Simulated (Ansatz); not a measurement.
BiPt:
```cif
data_Bi2Pt2
_chemical_formula_sum 'Bi2 Pt2'
_space_group_name_H-M_alt 'P63/mmc'
_space_group_IT_number 194
_space_group_name_Hall '-P 6c 2c'
_cell_length_a 4.32834
_cell_length_b 4.32834
_cell_length_c 5.45175
_cell_angle_alpha 90.000
_cell_angle_beta 90.000
_cell_angle_gamma 120.000
loop_
_atom_site_label
_atom_site_type_symbol
_atom_site_symmetry_multiplicity
_atom_site_Wyckoff_symbol
_atom_site_fract_x
_atom_site_fract_y
_atom_site_fract_z
_atom_site_occupancy
Bi1 Bi 2 c 0.33333 0.66667 0.25000 1
Pt1 Pt 2 a 0.00000 0.00000 0.00000 1
```

This is the LDA-relaxed structure.

**Question.** All from the program Ansatz at the LDA level (PAW), unless another level is named. Estimate the formation energy from the elements (no fitted shifts).

**Answer.** -267 meV/atom.

**Question.** Predict the density of states at the Fermi level.

**Answer.** 0.47 states/eV per atom (mean over ±0.08 eV).

Space group P6_3/mmc (NiAs type). The first step of the workflow began from a Materials Project structure, measured or hypothetical; the Crystallography Open Database files this formula in space group No. 194, but the cells were not matched. Its standing as an ambient phase is unchecked. The cell was relaxed with LDA under the symmetry of its start; of distortions, only those at the zone centre were tested. The run is not spin-polarised. The references are the lowest solids computed at this level, not always the standard phases. Scalar-relativistic: spin–orbit coupling is off unless named, which matters more the heavier the elements.

Potentials: the later of the program's two PAW sets.
